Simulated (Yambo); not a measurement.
Yambo run on KPSO3H2 (space group Cm, No. 8). The wavefunctions are PBEsol (pw.x of Quantum ESPRESSO, ONCV potentials, without SOC) ones on a 2×2×2 mesh (20 occupied bands); a = b = 4.582 Å, c = 6.017 Å, α = β = 103.05°, γ = 88.15°.

Yambo input:

```
rim_cut
gw0
dyson
el_el_corr
HF_and_locXC
ppa
em1d
RandQpts= 1000000
RandGvec= 1 Ry
EXXRLvcs= 84 Ry
VXCRLvcs= 336 Ry
Chimod= "HARTREE"
% BndsRnXp
 1 | 110 |
%
NGsBlkXp= 7 Ry
% LongDrXp
 1.0 | 1.0 | 1.0 |
%
PPAPntXp= 27.2114 eV
% GbndRnge
 1 | 110 |
%
GTermKind= "BG"
DysSolver= "n"
ExtendOut
% QPkrange
 1 | 1 | 20 | 21 |
 2 | 2 | 20 | 20 |
%
```

k points by index: 1 = Γ, 2 = (0, 0, -0.5).

The o-*.qp file then holds:

```
#    K-point    Band    Eo [eV]    E [eV]    E-Eo [eV]    Vxc [eV]    Vnlxc [eV]    Sc|Eo [eV]    Sc|E [eV]    dSc/dw|Eo [eV]    Re(Z)    Im(Z)
#
    1    20    -0.029978    -1.684957    -1.654978    -12.85466    -16.54578    1.685882    2.036143    -5.758740    0.825333    -0.001112
    1    21    4.427393    5.472602    1.045209    -9.764711    -5.364007    -3.188856    -3.355495    -4.337968    0.862501    -0.911749E-3
    2    20    0.000000    -1.644388    -1.644388    -13.00262    -16.72146    1.725251    2.074448    -5.778212    0.824846    -0.001113
```
(The two width columns are left out.) Convergence of these settings isn't established.

Geometry of the Materials Project entry, not relaxed at this level.
